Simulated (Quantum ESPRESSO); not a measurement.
Al3GeAs4, a curve over strain

A calculation, not a measurement. The program is pw.x of Quantum ESPRESSO 7.5 (plane-wave density functional theory). The cell is made up: 8 atoms on a zincblende/diamond lattice, with randomly drawn elements, strain and displacements, not relaxed. PseudoDojo standard norm-conserving files (v0.5 for PBE, v0.4.1 for LDA and PBEsol) set the functional; there is no spin polarisation, spin-orbit coupling or dispersion term, and the masses in the input are unused placeholders. A spin-polarised start on this cell or one of its family kept no moment.

Seven runs add a strain to one cell (the same linear strain along x, y and z); the atoms follow the cell and are not relaxed. Stress in the table is positive in tension.

Input of the run at +0.0001:

```
&control calculation='scf', pseudo_dir='./dojo.nc.sr.pbe.v0_5.standard.upf', outdir='./o', disk_io='low', tprnfor=.true., tstress=.true. /
&system ibrav=0, nat=8, ntyp=3, nbnd=52, ecutwfc=84.00895049, nosym=.true., tot_charge=0,
 occupations='smearing', smearing='fd', degauss=0.0073498644
/
&electrons conv_thr=7.350e-09, electron_maxstep=60, /
ATOMIC_SPECIES
Al 1.0 Al.upf
As 1.0 As.upf
Ge 1.0 Ge.upf
CELL_PARAMETERS angstrom
5.8449 0.0 0.0
0.0 5.8449 0.0
0.0 0.0 5.8449
ATOMIC_POSITIONS angstrom
Al -0.1655 0.0307 0.0147
Al -0.0455 2.921 2.858
Ge 2.9833 0.0047 2.8537
Al 2.9604 2.9887 -0.0329
As 1.4427 1.446 1.6399
As 1.4669 4.3532 4.4638
As 4.3355 1.4592 4.5301
As 4.4047 4.3269 1.5037
K_POINTS automatic
6 6 6 1 1 1
```

| added strain | free energy less that of the input shown (eV) | stress xx (GPa) | stress yy (GPa) | stress zz (GPa) | stress xy (GPa) | pressure (GPa) | iterations |
| --- | --- | --- | --- | --- | --- | --- | --- |
| -0.0245 | 0.1053 | -3.70 | -4.19 | -2.93 | 5.00 | 3.61 | 10 |
| +0.0001 | 0.0000 | 0.90 | 0.51 | 1.47 | 3.48 | -0.96 | 10 |
| +0.0078 | 0.0444 | 2.05 | 1.68 | 2.55 | 3.08 | -2.09 | 10 |
| +0.0123 | 0.0857 | 2.66 | 2.30 | 3.13 | 2.86 | -2.70 | 10 |
| +0.0152 | 0.1177 | 3.04 | 2.69 | 3.49 | 2.72 | -3.07 | 10 |
| +0.0205 | 0.1876 | 3.69 | 3.35 | 4.10 | 2.48 | -3.71 | 10 |

Question: one run is left out of the table, at -0.0219. Estimate its stress xx (GPa).

Answer: -3.14. The whole row:

| added strain | free energy less that of the input shown (eV) | stress xx (GPa) | stress yy (GPa) | stress zz (GPa) | stress xy (GPa) | pressure (GPa) | iterations |
| --- | --- | --- | --- | --- | --- | --- | --- |
| -0.0219 | 0.0749 | -3.14 | -3.62 | -2.39 | 4.82 | 3.05 | 10 |

A cubic fit gives a slope of stress xx against the added strain of 158 GPa at zero added strain, with the atoms clamped. Across the table the free energy follows the integral of the stress to within 0.4 meV. A rerun of one of the cells at 1437 eV and a 8 x 8 x 8 mesh moved values by no more than 0.007 eV in energy, 0.02 GPa in stress and 0.013 eV/Å in force.